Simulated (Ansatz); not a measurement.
LiBr (rock salt)

```xyz
2
Lattice="0.0000 2.7057 2.7057 2.7057 0.0000 2.7057 2.7057 2.7057 0.0000" Properties=species:S:1:pos:R:3 pbc="T T T"
Br     0.0000     0.0000     0.0000
Li     2.7057     2.7057     2.7057
```

Equation-of-state scan: isotropic scaling of the cell above, V₀ being its volume. Symmetry pins the atoms to their sites.

Calculation: PBEsol (plane waves to 420 eV, PAW, scalar-relativistic; Ansatz, a quantum-chemistry and plane-wave program). k mesh 11×11×11 (Γ-centred), Fermi-Dirac smearing 0.05 eV. E stands for the smeared free energy. LiBr was relaxed with its symmetry unable to fall. ΔE is measured from the relaxed starting cell.

Q: Predict the ΔE (eV/atom) at V/V₀ = 0.990, 1.010, 1.020, 1.030, 1.040.

A: 
```tsv
V/V₀	ΔE (eV/atom)
0.990	0.0002
1.010	0.0002
1.020	0.0007
1.030	0.0015
1.040	0.0027
```

(Under strain, the slope of the energy per volume gives the stress and its curvature an elastic modulus.)
